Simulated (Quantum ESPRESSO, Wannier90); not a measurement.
# Tight-binding from DFT: TiB₂ (P6/mmm)

```xyz
3
Lattice="3.0259 0.0000 0.0000 -1.5130 2.6205 0.0000 0.0000 0.0000 3.2288" Properties=species:S:1:pos:R:3 pbc="T T T"
Ti     0.0000     0.0000     0.0000
B      1.5130    -0.8735     1.6144
B     -1.5130     0.8735     1.6144
```

Materials Project entry mp-1145; symmetrised, unrelaxed at this level. COD (Crystallography Open Database) has an entry of this formula and space group (matched by these alone). Computed values, not measurements, from LDA: Quantum ESPRESSO (norm-conserving PseudoDojo potentials, cutoff 68 Ry, no spin polarisation, no spin-orbit coupling) on a Γ-centred 12×12×10 mesh, then Wannier90. Density: 12×12×10 mesh, cold smearing 0.01 Ry.

A tight-binding model is made by disentanglement and projection with no localisation steps (num_iter = 0), so the 17 orbitals stay atom-like: hydrogen-like Ti: s;p;d; B: s;p, axes along x, y, z; frozen window up to 1.50 eV relative to the Fermi level. It follows pw.x to 1.0 meV rms for states up to 1.0 eV relative to the Fermi level. Matrix elements depend on this choice of orbitals and windows.

Problem. Which pairs of orbitals on different sites are coupled most strongly? Give distance, modulus and how many such pairs a cell has.

Solution. 
```
orbital    orbital  distance of the centres (Å)  modulus (eV)  pairs
-------  ---------  ---------------------------  ------------  -----
B py          B py                         1.82          5.26      1
B py           B s                         1.78          4.30      2
B px           B s                         1.77          3.72      4
B px          B px                         1.78          3.51      2
B px          B py                         1.75          3.04      4
B s            B s                         1.75          2.78      3
B py           B s                         1.73          2.15      4
Ti px        Ti px                         3.03          1.85      1
B px          B px                         1.68          1.75      1
B pz         Ti py                         2.38          1.70      4
B pz          B pz                         1.75          1.52      3
B pz         Ti px                         2.38          1.47      8
B py         Ti pz                         2.35          1.44      4
Ti py        Ti py                         3.03          1.44      2
B s          Ti py                         2.38          1.31      4
B py         Ti py                         2.35          1.29      4
B pz          Ti s                         2.38          1.25     12
B px         Ti pz                         2.37          1.25      8
B py          Ti s                         2.35          1.20      4
B py        Ti dyz                         2.35          1.16      4
B s          Ti px                         2.38          1.13      8
B pz         Ti pz                         2.38          1.07     12
B s         Ti dyz                         2.38          1.05      4
B pz        Ti dyz                         2.38          1.05      4
B px          Ti s                         2.37          1.04      8
B px         Ti px                         2.37          1.02      8
Ti pz        Ti pz                         3.23          0.96      1
B pz     Ti dx2-y2                         2.38          0.94      4
B s          Ti pz                         2.38          0.91     12
B s         Ti dxz                         2.38          0.91      8
```
